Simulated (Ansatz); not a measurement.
A relaxation of cell and atoms of CaCdF₄ on the sites of the fluorite structure (relaxed group P4/mmm) with the plane-wave code Ansatz, at the level PBE. The starting cell was estimated from covalent radii.

Input file:
```yaml
crystal:
  lattice:
    - [3.73023681, 0.0, 0.0]
    - [0.0, 3.73023681, 0.0]
    - [0.0, 0.0, 5.27535149]
  atoms:
    - { symbol: Cd, position: [0.0, 0.0, 0.0] }
    - { symbol: F, position: [0.0, 0.5, 0.75] }
    - { symbol: F, position: [0.0, 0.5, 0.25] }
    - { symbol: Ca, position: [0.5, 0.5, 0.5] }
    - { symbol: F, position: [0.5, 0.0, 0.25] }
    - { symbol: F, position: [0.5, 0.0, 0.75] }
kpoints:
  mp_grid: { grid: [6, 6, 4] }
hamiltonian:
  xc: pbe
scf:
  occupations: { method: fermi_dirac, width: 0.02 }
relax:
  f_tol: 0.005
  cell: {}
output:
  write_density: true
  write_potential: true
  elf: true
  volumetric_format: npy
```

Command: `ansatz run input.yaml --threads 2 --pin off --max-ram 29491MiB --backend cpu --events-out ev --progress --plain --runs-dir out`.

Question: It took 11 s on 2 threads of AMD EPYC 7R13 Processor (Zen 3), with other jobs on the host. What peak of host memory did it reach?

Answer: About 0.43 GiB.

Main lines of the log:
```
Functional definition: PBE
Crystal: 6 atoms, lattice volume = 73.405 Å³
Basis set: ecut = 420 eV, 1449 PW (Γ)
Bands: 35, of which v1, the nominal top of the filled ones, is band 29 counted from 1 (28 counted from 0)
Symmetry: 16 space group operations
Space group: P4/mmm (ITA 123)
k-points: 30 of 144
relax step 1: F+E_penalty+E_count = -13311.58981582 eV  max|allowed force component| = 9.739e-2 eV/Å  Δτ_max = 0.0000 Å  P = +14.161 GPa  Ω = 73.405 Å³
relax step 2: F+E_penalty+E_count = -13311.89953965 eV  max|allowed force component| = 6.024e-2 eV/Å  Δτ_max = 0.0085 Å  P = +1.196 GPa  Ω = 80.915 Å³
relax step 3: F+E_penalty+E_count = -13311.90053116 eV  max|allowed force component| = 8.829e-3 eV/Å  Δτ_max = 0.0067 Å  P = +0.117 GPa  Ω = 81.715 Å³
relax step 4: F+E_penalty+E_count = -13311.90026213 eV  max|allowed force component| = 1.931e-4 eV/Å  Δτ_max = 0.0008 Å  P = +0.000 GPa  Ω = 81.800 Å³
relax step 5: F+E_penalty+E_count = -13311.96599208 eV  max|allowed force component| = 3.882e-4 eV/Å  Δτ_max = 0.0000 Å  P = +1.413 GPa  Ω = 81.800 Å³  (SCF on a basis re-selected at this cell)
relax step 6: F+E_penalty+E_count = -13311.96720621 eV  max|allowed force component| = 8.523e-4 eV/Å  Δτ_max = 0.0005 Å  P = +0.246 GPa  Ω = 82.857 Å³
relax step 7: F+E_penalty+E_count = -13311.96640558 eV  max|allowed force component| = 2.375e-4 eV/Å  Δτ_max = 0.0002 Å  P = +0.003 GPa  Ω = 83.087 Å³
relax step 8: F+E_penalty+E_count = -13311.97154446 eV  max|allowed force component| = 2.490e-4 eV/Å  Δτ_max = 0.0000 Å  P = +0.033 GPa  Ω = 83.087 Å³  (SCF on a basis re-selected at this cell)
SCF converged after 6 iterations
Free energy (F): -13311.971544 eV
Fermi energy:    6.574019 eV
--- Per-component energies (eV) ---
  E_band       = -711.442952
  E_kinetic    = 1610.183669
  E_local      = -6452.762536
  E_nonlocal   = 393.941068
  E_hartree    = 2706.981489
  E_xc         = -633.624264
  E_vxc        = -802.382020
  E_paw        = -5747.100458
  E_vpaw       = -874.394853
  E_ewald      = -5189.598692
--- Stress (GPa, compression-positive) ---
        0.030594       0.000000       0.000000
        0.000000       0.030594       0.000000
        0.000000       0.000000       0.037903
  P = ⅓ Tr σ = 0.0330 GPa (0.330 kbar)
--- Relaxed structure (6 steps of the walk, 6 accepted, 2 SCFs on fresh bases) ---
  F+E_penalty+E_count = -13311.97154446 eV   max|allowed force component| = 2.490e-4 eV/Å
  cell:  # Å, volume = 83.0866 Å³
    - [3.887854, 0.000000, 0.000000]
    - [0.000000, 3.887854, 0.000000]
    - [0.000000, 0.000000, 5.496818]
  atoms:
    - { symbol: Cd, position: [0.000000, 0.000000, 0.000000] }
    - { symbol: F, position: [0.000000, 0.500000, 0.749630] }
    - { symbol: F, position: [0.000000, 0.500000, 0.250370] }
    - { symbol: Ca, position: [0.500000, 0.500000, 0.500000] }
    - { symbol: F, position: [0.500000, 0.000000, 0.250370] }
    - { symbol: F, position: [0.500000, 0.000000, 0.749630] }
```

Planar averages along the third cell vector, from rho_z.tsv and v_z.tsv (valence density with its augmentation; electrostatic potential energy of an electron, of which only differences have a meaning):
```
z (Å)  ρ (e/Å³)  v_es (eV)
 0.00     1.375       4.31
 0.14     1.278       4.48
 0.41     0.741       5.60
 0.55     0.507       6.41
 0.69     0.391       6.99
 0.82     0.415       6.43
 1.10     0.846       4.18
 1.24     1.096       3.30
 1.37     1.200       2.99
 1.51     1.099       3.22
 1.79     0.569       5.23
 1.92     0.380       6.36
 2.06     0.306       6.74
 2.20     0.320       5.66
 2.47     0.469       2.79
 2.61     0.532       1.84
 2.75     0.555       1.52
 2.89     0.532       1.84
 3.16     0.387       4.12
 3.30     0.320       5.66
 3.44     0.306       6.74
 3.57     0.380       6.36
 3.85     0.846       4.04
 3.99     1.099       3.22
 4.12     1.200       2.99
 4.26     1.096       3.30
 4.53     0.581       5.32
 4.67     0.415       6.43
 4.81     0.391       6.99
 4.95     0.507       6.41
 5.22     1.033       4.95
 5.36     1.278       4.48
```

In 6 steps the volume changed by +13.2 %; between the first SCF and the last, each on a basis chosen for its cell, the energy fell by 63.6 meV an atom. At the end: it is tetragonal, P4/mmm (No. 123); a = 3.888 Å, c = 5.497 Å in the conventional setting, 13.85 Å³ an atom. Cd has 8 F at 2.38 Å; F has 2 Ca at 2.38 Å and 2 Cd at 2.38 Å; Ca has 8 F at 2.38 Å.

Note: simulated data, non-magnetic, for a generated structure that need not be the stable one.
